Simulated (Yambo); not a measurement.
```
CELL_PARAMETERS angstrom
     -1.76016     2.36736     2.61212
      1.76016    -2.36736     2.61212
      1.76016     2.36736    -2.61212
ATOMIC_POSITIONS crystal
  Li 0.73925 0.23925 0.50000
  Li 0.26075 0.76075 0.50000
  C  0.86729 0.00000 0.86729
  C  0.13271 0.00000 0.13271
```

The PBEsol cell relaxed from Materials Project entry mp-1378 was given an isotropic strain of -1.5 % on all lattice vectors, and the atoms were relaxed again.

### Question
Where are the main features of Im ε from RPA with local fields on PBEsol bands (Yambo; 14×14×14 mesh, 33 bands, 4 Ry local-field block, 0.2 eV broadening; field along z)?

### Answer
Peaks at 4.1 eV (1.5), 5.4 eV (3.7), 8.9 eV (1.6), 12.0 eV (2.9), 16.0 eV (1.2), heights in brackets. Structure narrower than a few tenths of an eV can come from the finite k mesh. Convergence of the RPA response with its 14×14×14 mesh was not tested. No excitonic effects at this level.
